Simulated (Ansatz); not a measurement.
**Elastic constants of YRh (Pm-3m), step by step**

```
CELL_PARAMETERS angstrom
3.38356 0.00000 0.00000
0.00000 3.38356 0.00000
0.00000 0.00000 3.38356
ATOMIC_POSITIONS crystal
Y 0.50000 0.50000 0.50000
Rh 0.00000 0.00000 0.00000
```

Unless marked otherwise, the numbers come from PBEsol, all-electron LAPW in Ansatz 0.2.0, scalar-relativistic. k mesh 14×14×14, Fermi-Dirac smearing of 0.100 eV, basis error target 1 meV/atom. The cell was relaxed by PAW under this functional.

The cell is cubic and carries a residual pressure of 0.01 GPa at this level. Each strain component that symmetry leaves independent is applied at ±0.003 and ±0.006, the ions relax wherever a strain frees them, and the stress (tension positive, GPa) is read. Shears are engineering strains, γ = 2ε.

| strain | size | σxx | σyy | σzz | σyz | σxz | σxy |
| --- | --- | --- | --- | --- | --- | --- | --- |
| xx | -0.006 | -0.9356 | -0.6488 | -0.6488 | 0.0000 | 0.0000 | 0.0000 |
| xx | -0.003 | -0.4665 | -0.3269 | -0.3269 | 0.0000 | 0.0000 | 0.0000 |
| xx | +0.003 | 0.4423 | 0.3080 | 0.3080 | 0.0000 | 0.0000 | 0.0000 |
| xx | +0.006 | 0.8855 | 0.6195 | 0.6195 | 0.0000 | 0.0000 | 0.0000 |
| yz | -0.006 | -0.0129 | -0.0102 | -0.0102 | -0.2404 | 0.0000 | 0.0000 |
| yz | -0.003 | -0.0090 | -0.0084 | -0.0084 | -0.1202 | 0.0000 | 0.0000 |
| yz | +0.003 | -0.0090 | -0.0084 | -0.0084 | 0.1202 | 0.0000 | 0.0000 |
| yz | +0.006 | -0.0129 | -0.0102 | -0.0102 | 0.2404 | 0.0000 | 0.0000 |

The slope is [8(σ(+δ) − σ(−δ)) − (σ(+2δ) − σ(−2δ))]/(12δ), and the program imposes the crystal's symmetry on the matrix.

Problem. What are the independent elastic constants?

Solution. C11 = 151.4, C12 = 105.9, C44 = 40.1 GPa.

Problem. Do they meet the Born conditions?

Solution. C11 − C12 = 45.5, C11 + 2C12 = 363.1 and C44 = 40.1 GPa must all be positive, so the crystal is elastically stable; that says nothing yet of its phonons.

Problem. What moduli does a random aggregate of grains have?

Solution. B = (C11 + 2C12)/3 = 121.0 GPa. G_V = (C11 − C12 + 3C44)/5 = 33.1 and G_R = 5(C11 − C12)C44/(4C44 + 3(C11 − C12)) = 30.7, so G_H = 31.9 GPa. Then E = 9BG/(3B + G) = 88.0 GPa, ν = (3B − 2G)/(6B + 2G) = 0.379 and B/G = 3.79, on the ductile side of Pugh's 1.75 (a rule of thumb).

Problem. With the density of 8.223 g/cm³, how fast does sound travel, and what Debye temperature follows?

Solution. 

```csv
direction,slow (m/s),middle (m/s),fast (m/s)
[100],2207,2207,4290
[110],1664,2207,4529
[111],1863,1863,4606
```

The mean of v⁻³ over directions and branches gives v_m = 2215 m/s and θ_D = (ħ/k_B) v_m (6π²n)^(1/3) = 246 K, n being atoms per volume. Young's modulus spans 64 to 108 GPa over directions, and the universal anisotropy index is 0.39.

Problem. How far do the constants move if PAW replaces LAPW in the same cell?

Solution. 

| constant | LAPW (GPa) | PAW (GPa) | difference |
| --- | --- | --- | --- |
| C11 | 151.4 | 151.3 | -0.1 |
| C12 | 105.9 | 105.9 | 0.0 |
| C44 | 40.1 | 40.0 | -0.1 |

Problem. How far do the constants move if all-electron PAW (datasets made for the crystal) replaces LAPW in the same cell?

Solution. 

| constant | LAPW (GPa) | all-electron PAW (datasets made for the crystal) (GPa) | difference |
| --- | --- | --- | --- |
| C11 | 151.4 | 151.3 | -0.1 |
| C12 | 105.9 | 105.9 | 0.0 |
| C44 | 40.1 | 40.0 | -0.1 |

Limits of these numbers: responses of metals move with mesh and smearing; the frozen-core PAW files of the compared runs were fitted under PBE, their cores solved anew for this functional.
